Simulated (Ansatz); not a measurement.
GeRh:
```yaml
crystal:
  lattice:
    - [3.65630, 0.00000, 0.00000]
    - [-1.82815, 3.16645, 0.00000]
    - [0.00000, 0.00000, 5.59260]
  atoms:
    - { symbol: Rh, position: [0.00000, 0.00000, 0.00000] }
    - { symbol: Rh, position: [0.00000, 0.00000, 0.50000] }
    - { symbol: Ge, position: [0.33333, 0.66667, 0.25000] }
    - { symbol: Ge, position: [0.66667, 0.33333, 0.75000] }
```

Relaxed with PBE. Special points in fractions of this cell's reciprocal vectors: Γ (0.000, 0.000, 0.000); M (0.500, 0.000, 0.000); K (0.333, 0.333, 0.000); A (0.000, 0.000, 0.500); L (0.500, 0.000, 0.500); H (0.333, 0.333, 0.500).

List the band energies nearest the Fermi level at these points for DFT-PBE in the program Ansatz with PAW potentials.

In eV from the Fermi level; about four levels below and three above (degenerate sets whole), none deeper than 8.9 eV; points with the same levels are listed once.

| k | below | above |
|---|---|---|
| Γ | -2.35 -2.35 -1.05 -1.05 | 1.60 2.93 2.93 |
| M | -1.15 -1.01 -0.59 -0.18 | 2.21 3.92 6.68 |
| K | -1.24 -1.24 -0.82 -0.72 | 1.70 1.70 3.01 3.01 |
| A | -2.15 -2.15 -2.15 -2.15 | 1.07 1.07 5.14 5.14 5.14 5.14 |
| L | -1.47 -1.47 -0.88 -0.88 | 2.90 2.90 4.68 4.68 |
| H | -1.50 -1.50 -0.13 -0.13 | 0.29 0.29 6.00 6.00 |

Space group P6_3/mmc (NiAs type). The cell is a constructed one: a structure type filled with these elements; neither database checked (COD, Materials Project) lists it. COD files the formula under space group No. 62, so this cell is another polymorph or a model. Its standing as an ambient phase is unchecked. The cell was relaxed with PBE under the symmetry of its start; whether a distortion lowers the energy is not shown. The run is not spin-polarised. Scalar-relativistic: spin–orbit coupling is off unless named, which matters more the heavier the elements.

Potentials: the later of the program's two PAW sets.
